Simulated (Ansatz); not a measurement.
YSb5Se2: relaxation step by step

The guess for YSb5Se2 was made by a generator: random cell by space group and Wyckoff sites (P-62m, No. 189). Lengths were set from tabulated atomic sizes, so they are only a guess.

```cif
data_structure
_symmetry_space_group_name_H-M 'P 1'
_symmetry_Int_Tables_number 1
_cell_length_a 6.9847
_cell_length_b 6.9847
_cell_length_c 5.5089
_cell_angle_alpha 90.000
_cell_angle_beta 90.000
_cell_angle_gamma 120.000
_cell_volume 232.75
loop_
_atom_site_label
_atom_site_type_symbol
_atom_site_fract_x
_atom_site_fract_y
_atom_site_fract_z
_atom_site_occupancy
Y1 Y 0.00000 0.00000 0.50000 1
Sb1 Sb 0.40487 0.00000 0.00000 1
Sb2 Sb 0.00000 0.40487 0.00000 1
Sb3 Sb 0.59513 0.59513 0.00000 1
Sb4 Sb 0.33333 0.66667 0.50000 1
Sb5 Sb 0.66667 0.33333 0.50000 1
Se1 Se 0.33333 0.66667 0.00000 1
Se2 Se 0.66667 0.33333 0.00000 1
```

These are results of Ansatz, DFT PBE, scalar-relativistic, plane waves, PAW, not measurements. Cutoff 420 eV, Gaussian smearing, Γ-centred meshes. Cell and atoms relax first on a coarse mesh and then on a finer one. In between, the cell is made exact in the group found at 0.06 Å. In metals the finer mesh still leaves noise of several meV/atom or more. The steps can't lower the symmetry of their start. No spin polarisation.

Steps on the 3×3×4 mesh (8 atoms, 11 steps). The free energy counts from the last step; the plane-wave basis is renewed at times, which shifts energy and pressure.

```csv
step,ΔF (meV/atom),V (Å³/atom),P (GPa),largest force component (eV/Å)
1,2382.2,29.09,34.29,8.301
2,1293.8,31.85,16.13,5.888
3,791.7,33.04,8.13,4.365
4,472.4,33.67,3.17,3.276
5,248.8,33.74,0.14,2.444
6,87.6,33.27,-1.29,1.566
7,7.1,32.28,-0.52,0.057
8,4.5,32.06,-0.37,0.063
9,11.5,30.71,1.03,0.427
10,0.3,31.48,0.11,0.010
11,0.0,31.48,0.08,0.010
```

The relaxed structure, after a last relaxation on the converged mesh:

```
CELL_PARAMETERS angstrom
7.19327 0.00000 0.00000
-3.59664 6.22956 0.00000
0.00000 0.00000 5.63535
ATOMIC_POSITIONS crystal
Y 0.00000 0.00000 0.50000
Sb 0.23917 0.00000 0.00000
Sb 0.00000 0.23917 0.00000
Sb 0.76083 0.76083 0.00000
Sb 0.33333 0.66667 0.50000
Sb 0.66667 0.33333 0.50000
Se 0.33333 0.66667 0.00000
Se 0.66667 0.33333 0.00000
```

The symmetry stays P-62m (No. 189). The volume per atom grows by 8.5 %, from 29.1 to 31.6 Å³. The shortest distance goes from 2.12 Å (Sb–Se) to 2.80 Å (Sb–Se). The energy falls by about 2.4 eV/atom (the start's value is from the coarse mesh). The end is written in a standard setting, so origin, axes and order of atoms can differ from the start's. Y has 6 Sb at 3.30 Å; around Sb on a site of symmetry m2m lie 2 Se at 2.80 Å, 2 Sb at 2.98 Å and 2 Y at 3.30 Å; Se is surrounded by 5 Sb at 2.80–2.82 Å; 1 more site not described.

* Volume per atom: 31.57 Å³
* Density: 5.63 g/cm³
* Formation energy: +0.11 eV/atom
* Gap on the 6×6×8 mesh of the 8-atom cell: 0 eV (a metal)

The zero of energy is the elements' standard structures at the same level; no fitted shifts are applied.

The last run used Gaussian smearing of 0.10 eV. These runs have no spin–orbit coupling, which can matter for Sb. The cell is a metal run without spin; a magnetic state may lie lower. The reference form of Se is held partly by dispersion forces, which this level lacks. A structure relaxed within its symmetry needn't be a true minimum. In all, the 3 runs took 6.4 min on 1 thread of AMD EPYC 7B13 (Zen 3), on a shared host.
